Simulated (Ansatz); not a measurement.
A geometry of ZrO2 away from equilibrium: the start of the relaxation of a relaxed ZrO2 cell, doubled along one cell vector, shaken by Gaussian noise of σ = 0.08 Å a coordinate. Level of theory: r2SCAN (plane waves to 500 eV, PAW, scalar-relativistic; Ansatz, an electronic-structure program). Γ-centred k-mesh 7×4×6 on the run's cell (coarser than for final values), Fermi–Dirac smearing 0.05 eV.

```xyz
6
Lattice="3.1651 0.0000 0.0000 0.0000 6.3302 0.0000 0.0000 0.0000 3.9508" Properties=species:S:1:pos:R:3 pbc="T T T"
O      1.5409     1.4597    -0.0051
O      1.5492     4.7947     0.0234
O      0.0356    -0.0444     1.8945
O     -0.0253     3.1660     1.8894
Zr     0.0764     0.0426    -0.1001
Zr    -0.0886     3.1964    -0.0454
```

Question: Give the Cartesian forces on all atoms (eV/Å).

Answer: 
```json
[
 {"atom": "O1", "Fx": "0.71", "Fy": "2.03", "Fz": "-0.45"},
 {"atom": "O2", "Fx": "0.17", "Fy": "-1.51", "Fz": "-0.70"},
 {"atom": "O3", "Fx": "-0.31", "Fy": "-0.15", "Fz": "0.40"},
 {"atom": "O4", "Fx": "0.24", "Fy": "-0.35", "Fz": "0.59"},
 {"atom": "Zr5", "Fx": "-0.42", "Fy": "-0.65", "Fz": "0.11"},
 {"atom": "Zr6", "Fx": "-0.40", "Fy": "0.63", "Fz": "0.05"}
]
```

Question: What is the pressure?

Answer: +1.4 GPa, compression positive.

Question: How far above the relaxed end point is this geometry?

Answer: 0.39 eV/atom; the path ends in P6₃mc (No. 186).

No spin polarisation in the result.

The end of the path is a generated cell of ZrO2: the first start was made by a random draw of sites in a space group, and the end was not matched to a known phase here, so it may be hypothetical. Known forms of ZrO2 include space group No. 14, 137, 225.
